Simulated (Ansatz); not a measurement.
Theory: DFT PBE, scalar-relativistic, plane waves, PAW (Ansatz). Settings: cutoff 420 eV, Γ-centred meshes spaced at most about 0.3 Å⁻¹, and about 0.25 Å⁻¹ or finer for metals (2π included), Gaussian smearing. Collinear spin in cells that started with moments and kept them past the coarse steps, no spin elsewhere.

Each of these unrelaxed guesses is relaxed in cell and atoms within its symmetry. A guess keeps its type if space group and coordination stay and the shape of the cell changes little (axis ratios within about 15 %, angles within 6°); the volume may change.

1. LiSi2B3

```
CELL_PARAMETERS angstrom
4.05909 0.00000 0.00000
-2.02954 3.51527 0.00000
0.00000 0.00000 4.87050
ATOMIC_POSITIONS crystal
Li 0.00000 0.00000 0.50000
Si 0.33333 0.66667 0.84485
Si 0.33333 0.66667 0.15515
B 0.33333 0.66667 0.39482
B 0.33333 0.66667 0.60518
B 0.66667 0.33333 0.00000
```

2. Li6Tl2B

```
CELL_PARAMETERS angstrom
0.00000 4.05015 4.05015
4.05015 0.00000 4.05015
4.05015 4.05015 0.00000
ATOMIC_POSITIONS crystal
Li 0.75500 0.24500 0.24500
Li 0.24500 0.75500 0.24500
Li 0.24500 0.75500 0.75500
Li 0.75500 0.24500 0.75500
Li 0.24500 0.24500 0.75500
Li 0.75500 0.75500 0.24500
Tl 0.25000 0.25000 0.25000
Tl 0.75000 0.75000 0.75000
B 0.00000 0.00000 0.00000
```

3. Mg3TiAs3 (collinear spin from parallel moments)

```
CELL_PARAMETERS angstrom
5.17819 0.00000 0.00000
0.00000 5.17819 0.00000
0.00000 0.00000 5.17819
ATOMIC_POSITIONS crystal
Mg 0.50000 0.50000 0.00000
Mg 0.00000 0.50000 0.50000
Mg 0.50000 0.00000 0.50000
Ti 0.50000 0.50000 0.50000
As 0.50000 0.00000 0.00000
As 0.00000 0.50000 0.00000
As 0.00000 0.00000 0.50000
```

Q: Which guesses survive the relaxation?

A: Guesses 2 and 3 keep their type.

| guess | kept | start group | end group | V start (Å³/atom) | V end | b/a and c/a, end over start | nearest neighbours start | nearest neighbours end |
| --- | --- | --- | --- | --- | --- | --- | --- | --- |
| 1 | no | P-6m2 | P-6m2 | 11.6 | 12.4 | 1.00, 1.88 | B 2/6, Li 6, Si 1 | B 1/6, Li 6, Si 1 |
| 2 | yes | Fm-3m | Fm-3m | 14.8 | 17.6 | 1.00, 1.00 | B 6, Li 1, Tl 12 | B 6, Li 1, Tl 12 |
| 3 | yes | Pm-3m | Pm-3m | 19.8 | 24.0 | 1.00, 1.00 | As 4, Mg 6, Ti 6 | As 4, Mg 6, Ti 6 |

Neighbours count within 15 % of an atom's shortest distance; end groups are read at 0.02 Å (0.05 Å in metals).

These runs have no spin–orbit coupling, which can matter for Tl. A magnetic state wasn't ruled out in cells without spin, among them Li6Tl2B Fm-3m. The magnetic state reached may not be the lowest. Cells relaxed within their symmetry can be saddle points.

In counts of neighbours, a slash parts the counts of unlike sites.
